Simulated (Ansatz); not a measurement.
CsPbCl3:
```
CELL_PARAMETERS angstrom
      5.67138     0.00000     0.00000
      0.00000     5.67138     0.00000
      0.00000     0.00000     5.67138
ATOMIC_POSITIONS crystal
  Cs 0.00000 0.00000 0.00000
  Pb 0.50000 0.50000 0.50000
  Cl 0.00000 0.50000 0.50000
  Cl 0.50000 0.50000 0.00000
  Cl 0.50000 0.00000 0.50000
```

Relaxed with r²SCAN.

Map the electron localisation function on the plane through (0.000, 0.000, 0.000) spanned by u = [1, 0, 0] and v = [0, 1, 1] in lattice vectors, from plane-wave PAW r²SCAN (Ansatz code).

x is the fraction of u, y of v (the angle between them is 90°; rows are the nearest grid lines); atoms in the plane: Cs at (0.00, 0.00), Pb at (0.50, 0.50), Cl at (0.00, 0.50).
```
y \ x   0.000  0.107  0.179  0.286  0.357  0.464  0.536  0.643  0.714  0.821  0.893   1.00
------  -----  -----  -----  -----  -----  -----  -----  -----  -----  -----  -----  -----
1.00    0.000  0.711  0.898  0.502  0.025  0.002  0.002  0.025  0.502  0.898  0.711  0.000
0.925   0.702  0.888  0.866  0.230  0.008  0.004  0.004  0.008  0.230  0.866  0.888  0.702
0.850   0.855  0.779  0.503  0.012  0.007  0.011  0.011  0.007  0.012  0.503  0.779  0.855
0.775   0.042  0.024  0.009  0.007  0.013  0.019  0.019  0.013  0.007  0.009  0.024  0.042
0.700   0.331  0.200  0.052  0.018  0.040  0.076  0.076  0.040  0.018  0.052  0.200  0.331
0.625   0.861  0.783  0.453  0.095  0.307  0.427  0.427  0.307  0.095  0.453  0.783  0.861
0.550   0.706  0.857  0.725  0.197  0.448  0.077  0.077  0.448  0.197  0.725  0.857  0.706
0.450   0.706  0.857  0.725  0.197  0.448  0.077  0.077  0.448  0.197  0.725  0.857  0.706
0.375   0.861  0.783  0.453  0.095  0.307  0.427  0.427  0.307  0.095  0.453  0.783  0.861
0.300   0.331  0.200  0.052  0.018  0.040  0.076  0.076  0.040  0.018  0.052  0.200  0.331
0.225   0.042  0.024  0.009  0.007  0.013  0.019  0.019  0.013  0.007  0.009  0.024  0.042
0.150   0.855  0.779  0.503  0.012  0.007  0.011  0.011  0.007  0.012  0.503  0.779  0.855
0.0750  0.702  0.888  0.866  0.230  0.008  0.004  0.004  0.008  0.230  0.866  0.888  0.702
0.000   0.000  0.711  0.898  0.502  0.025  0.002  0.002  0.025  0.502  0.898  0.711  0.000
```

The density is the valence pseudo-density with augmentation charge, so density and ELF within about 1 Å of a nucleus are not all-electron values.

Space group Pm-3m (cubic perovskite). This is a known high-temperature phase of the composition, computed here at zero pressure and temperature. The r²SCAN relaxation kept the symmetry of its start; whether a distortion lowers the energy is not shown. Scalar-relativistic: spin–orbit coupling is off unless named, which matters more the heavier the elements.

Potentials: the later of the program's two PAW sets.
